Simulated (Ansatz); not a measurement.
LuH2, first-principles data

LuH2:
```cif
data_H2Lu
_chemical_formula_sum 'Lu1 H2'
_space_group_name_H-M_alt 'P 1'
_space_group_IT_number 1
_cell_length_a 3.53042
_cell_length_b 3.53042
_cell_length_c 3.53042
_cell_angle_alpha 60.000
_cell_angle_beta 60.000
_cell_angle_gamma 60.000
loop_
_space_group_symop_operation_xyz
  'x, y, z'
loop_
_atom_site_label
_atom_site_type_symbol
_atom_site_fract_x
_atom_site_fract_y
_atom_site_fract_z
_atom_site_occupancy
Lu1 Lu 0.00000 0.00000 0.00000 1
H1 H 0.25000 0.25000 0.25000 1
H2 H 0.75000 0.75000 0.75000 1
```

Space group Fm-3m (No. 225), fluorite; conventional cell a = b = c = 4.9928 Å, α = β = γ = 90.00°.

Method: plane-wave PAW r²SCAN (Ansatz code). Structure relaxed to zero pressure with the same functional. Other levels are named where they apply.

Cell and energy:

| Quantity | Value |
|---|---|
| Volume per atom | 10.37 Å³ |
| Density | 9.45 g/cm³ |
| Formation energy from the elements (no fitted shifts) | -0.77 eV/atom |

Electronic structure:

| Property | Value |
|---|---|
| Electronic character | metallic (no gap) |
| Density of states at the Fermi level | 0.18 states/eV per atom (mean over ±0.08 eV) |
| Gap with spin–orbit coupling | none (metallic) |

Mechanics:

| Item | Result |
|---|---|
| Bulk modulus (Birch–Murnaghan fit) | 972 kbar |
| Pressure derivative B′ | 3.8 |

Charges:

| Property | Value |
|---|---|
| Bader charges | Lu +1.68, H -0.84 e |

The workflow started from an entry of the Crystallography Open Database (COD). Its standing as an ambient phase is unchecked. The r²SCAN relaxation kept the symmetry of its start; whether a distortion lowers the energy is not shown. The references are the lowest solids computed at this level, not always the standard phases (solids in place of the gases). Spin–orbit coupling is left out wherever it is not named.

Potentials: the later of the program's two PAW sets.
